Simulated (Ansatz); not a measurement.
Level of theory: DFT PBE, scalar-relativistic, plane waves, PAW (Ansatz 0.2.0). All cells share a 420 eV cutoff and Γ-centred k meshes spaced at most about 0.3 Å⁻¹ (about 0.25 or finer for metals, 2π included). No spin polarisation in the final relaxations.

All energies are static (0 K, no zero-point motion).

Compare these two cells of TiTeAs₃, each relaxed at this level.

A.

```yaml
crystal:
  lattice:
    - [3.04540, 0.00000, 0.00000]
    - [0.00000, 4.11240, 0.00000]
    - [0.00000, 0.00000, 9.18196]
  atoms:
    - { symbol: Ti, position: [0.50000, 0.50000, 0.50000] }
    - { symbol: Te, position: [0.50000, 0.00000, 0.00000] }
    - { symbol: As, position: [0.50000, 0.50000, 0.78582] }
    - { symbol: As, position: [0.50000, 0.50000, 0.21418] }
    - { symbol: As, position: [0.00000, 0.00000, 0.50000] }
```

B.

```yaml
crystal:
  lattice:
    - [4.60665, 0.00000, 0.00000]
    - [-2.30333, 3.98948, 0.00000]
    - [0.00000, 0.00000, 6.05237]
  atoms:
    - { symbol: Ti, position: [0.33333, 0.66667, 0.50000] }
    - { symbol: Te, position: [0.66667, 0.33333, 0.00000] }
    - { symbol: As, position: [0.00000, 0.00000, 0.71290] }
    - { symbol: As, position: [0.00000, 0.00000, 0.28710] }
    - { symbol: As, position: [0.66667, 0.33333, 0.50000] }
```

Question: Which form is favoured at zero pressure, and by what margin per atom?

Answer: A is lower, by 251 meV/atom. A has space group Pmmm (No. 47), 23.0 Å³/atom and no gap on its mesh; B has space group P-6m2 (No. 187), 22.2 Å³/atom and no gap. Counting As atoms around Te and Ti (those within 1.25 times the shortest such distance or 1.15 times the sum of covalent radii, 1.27 where that leaves under three; a plus sign parts nearer from farther groups), A has Ti 6, Te 4 and B has Ti 3+6, Te 8. B holds As–As pairs (shortest 2.58 Å); in A the shortest As–As distance is 3.05 Å. The lower one is the more open, so pressure narrows the difference. Both come from invented guesses.

Spin–orbit coupling, which can matter for Te, is left out. Cells relaxed within their symmetry can be saddle points.
